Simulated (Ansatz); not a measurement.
One stationary structure of Al$_{2}$O$_{3}$. Space group P-3m1 (No. 164). These are r2SCAN (plane waves to 500 eV, PAW, scalar-relativistic; Ansatz, an electronic-structure program) values and carry that method's errors.

Space group P-3m1 (No. 164); a = b = 2.8640 Å, c = 6.8377 Å, α = β = 90.00°, γ = 120.00°

| atom | site | symmetry | x | y | z |
|---|---|---|---|---|---|
| O | 1a | -3m. | 0.0000 | 0.0000 | 0.0000 |
| O | 2d | 3m. | 0.6667 | 0.3333 | 0.2966 |
| Al | 2d | 3m. | 0.3333 | 0.6667 | 0.1991 |

```yaml
volume_per_atom: 9.71 Å³
band_gap: 5.64 eV, indirect (valence top at 79 % of the way from K to Γ, conduction bottom at Γ) (no spin-orbit coupling)
smallest_direct_gap: 5.69 eV at Γ
shortest_distances: Al–O 1.78 Å; O–O 2.62 Å; Al–Al 2.86 Å
k-mesh: 13×13×5
```

Band energies at high-symmetry points (eV from the VBM; labels of this space group; no spin-orbit coupling), from −5 eV up to 8.8 eV:

```
point                                                   energies
-----  ---------------------------------------------------------
Γ      -2.99 -1.98 -1.98 -1.63 -1.63 -0.99 -0.99 -0.04 5.64 8.66
M                       -3.12 -2.28 -2.25 -1.50 -1.49 -0.79 7.89
K                            -4.27 -3.79 -3.79 -1.66 -0.80 -0.80
A      -2.00 -2.00 -1.87 -1.59 -1.59 -1.09 -1.01 -1.01 6.37 8.26
L                       -3.07 -2.43 -2.38 -1.84 -1.44 -0.39 8.01
H                            -4.08 -3.58 -3.58 -1.78 -0.96 -0.96
```

No spin polarisation in the result.

The run could not lose the symmetry of its start.

The first start was generated by placing the elements on the sites of a structure type. Materials Project lists a structure of Al2O3 in the same space group, P-3m1 (No. 164); the sites were not compared with it, nor with measured phases. Known forms of Al2O3 include space group No. 167.
